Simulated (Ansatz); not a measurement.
Given:

ZnO (wurtzite)

```
CELL_PARAMETERS angstrom
      3.27960     0.00000     0.00000
     -1.63980     2.84021     0.00000
      0.00000     0.00000     5.29330
ATOMIC_POSITIONS crystal
  Zn 0.66667 0.33333 0.00215
  Zn 0.33333 0.66667 0.50215
  O  0.66667 0.33333 0.62305
  O  0.33333 0.66667 0.12305
```

In this cell atom 4 (O, nearest neighbour Zn at 1.999 Å; its periodic images, 3.3 Å or more away, move with it) is moved by u·(1.000, 0.000, 0.000) + v·(0.000, 0.000, 1.000); the rest is frozen.

The numbers are results of PBE (plane waves to 420 eV, PAW, scalar-relativistic; Ansatz, a quantum-chemistry and plane-wave program), not measurements. k mesh 9×9×5 (Γ-centred), Fermi-Dirac smearing 0.05 eV. E stands for the smeared free energy. ZnO was relaxed with its symmetry unable to fall. ΔE is measured from the undisplaced structure. Axes are in Å.

The scan covers u from -0.300 to 0.300 Å in 5 points and v from -0.300 to 0.300 Å in 5 points.

Problem. In which direction of the plane is the atom held most weakly?

Solution. Along u.

Problem. What are the two principal curvatures of the energy at the centre?

Solution. 7.1 and 10.2 eV/Å².

(For displaced atoms, the force is minus the slope of the energy, and its curvature is a force constant, which sets phonon frequencies.)
